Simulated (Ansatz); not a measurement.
SnTe (rock salt)

```xyz
2
Lattice="0.0000 3.2046 3.2046 3.2046 0.0000 3.2046 3.2046 3.2046 0.0000" Properties=species:S:1:pos:R:3 pbc="T T T"
Te     0.0000     0.0000     0.0000
Sn     3.2046     3.2046     3.2046
```

Two-dimensional scan of atom 2 (Sn, nearest neighbour Te at 3.205 Å; its periodic images, 4.5 Å or more away, move with it): u runs along (0.707, 0.707, 0.000), v along (0.000, 0.000, 1.000) (Cartesian). Cell and other atoms are fixed.

Computed with PBE (plane waves to 420 eV, PAW, scalar-relativistic; Ansatz, a quantum-chemistry and plane-wave program). k mesh 10×10×10 (Γ-centred), Fermi-Dirac smearing 0.05 eV. Fu and Fv are the components of the force on the atom. SnTe was relaxed with its symmetry unable to fall. Spin-orbit coupling is left out, though Te is heavy. The PAW data are Ansatz's earlier set. 

```
Fv (eV/Å)   u = -0.480  u = -0.240  u = 0.000  u = 0.240  u = 0.480
----------  ----------  ----------  ---------  ---------  ---------
v = -0.480         [?]        1.36        [?]       1.36        [?]
v = -0.240        0.36        0.26       0.18       0.26       0.36
v = 0.000         0.00        0.00       0.00       0.00       0.00
v = 0.240        -0.36       -0.26      -0.18      -0.26      -0.36
v = 0.480          [?]       -1.36        [?]      -1.36        [?]
```

### Question
What belongs in the gaps?

### Answer

- v = -0.480, u = -0.480: 1.34
- v = -0.480, u = 0.000: 1.33
- v = -0.480, u = 0.480: 1.34
- v = 0.480, u = -0.480: -1.34
- v = 0.480, u = 0.000: -1.33
- v = 0.480, u = 0.480: -1.34

(For displaced atoms, the force is minus the slope of the energy, and its curvature is a force constant, which sets phonon frequencies.)
